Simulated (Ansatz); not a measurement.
LuSb (rocksalt type), DFT, LDA, PAW with Ansatz's default frozen-core files, scalar-relativistic (Ansatz 0.2.0), on 1 thread of Intel(R) Xeon(R) Platinum 8259CL CPU @ 2.50GHz (Skylake/Cascade Lake) (shared host).

Command: `ansatz run input.yaml --threads 1 --pin off --max-ram 3584MiB --backend cpu --events-out ev --progress --plain --runs-dir out`

```yaml
crystal:
  lattice:
    - [0.0, 2.6626648971, 2.6626648971]
    - [2.6626648971, 0.0, 2.6626648971]
    - [2.6626648971, 2.6626648971, 0.0]
  atoms:
    - { symbol: Lu, position: [0.0, 0.0, 0.0] }
    - { symbol: Sb, position: [0.5, 0.5, 0.5] }
kpoints:
  mp_grid: { grid: [12, 12, 12] }
scf:
  occupations: { method: fermi_dirac, width: 0.1 }
hamiltonian:
  xc: lda
  pseudopotentials: { kind: paw }
output:
  forces: true
  stress: true
  eigenvalues: true
  write_density: true
  write_potential: true
  elf: true
  volumetric_format: npy
relax:
  f_tol: 0.005
  max_steps: 40
  cell: { p_target: 45.0, stress_tol: 0.03 }
```

**Question.** How large is the problem that the program sets up?

**Answer.** 72 irreducible k-points, 725 plane waves at Γ, 24 bands.

**Question.** About how long does it take?

**Answer.** 21 s of wall time for 27 SCF iterations over 3 geometries. Times on shared machines scatter by tens of per cent.
